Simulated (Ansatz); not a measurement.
Data sheet: GaSb (DFT)

GaSb:
```yaml
crystal:
  lattice:
    - [3.95253, 0.00000, 0.00000]
    - [-1.97626, 3.42299, 0.00000]
    - [0.00000, 0.00000, 3.61550]
  atoms:
    - { symbol: Ga, position: [0.00000, 0.00000, 0.00000] }
    - { symbol: Sb, position: [0.66667, 0.33333, 0.50000] }
```

Space group P-6m2 (No. 187); conventional cell a = 3.9525 Å, b = 3.9525 Å, c = 3.6155 Å, α = 90.00°, β = 90.00°, γ = 120.00°.

Method: r²SCAN in the plane-wave PAW code Ansatz. The cell and atoms are relaxed at this level. Other levels are named where they apply.

**Cell and energy**

```json
{
 "volume_per_atom": "24.46 Å³",
 "density": "6.50 g/cm³",
 "Formation energy from the elements (no fitted shifts)": "0.15 eV/atom"
}
```

**Electronic structure**

```json
{
  "electronic_character": "metallic (no gap)",
  "Density of states at the Fermi level": "0.46 states/eV per atom (mean over ±0.08 eV)",
  "Gap with spin–orbit coupling": "none (metallic)"
}
```

**Mechanics**

```json
{
  "Bulk modulus (Birch–Murnaghan fit)": "48.2 GPa",
  "Pressure derivative B′": "5.9"
}
```

**Charges**

```json
{
  "bader_charges": "Ga +0.22, Sb -0.22 e"
}
```

A made-up cell: these elements were put on the sites of a structure type; neither database checked (COD, Materials Project) lists it. It is not the phase usual at ambient conditions (space group No. 216). Symmetry was held in the r²SCAN relaxation; whether a distortion lowers the energy is not shown. The references are the lowest solids computed at this level, not always the standard phases. Scalar-relativistic: spin–orbit coupling is off unless named, which matters more the heavier the elements.

Potentials: the earlier of the program's two PAW sets.
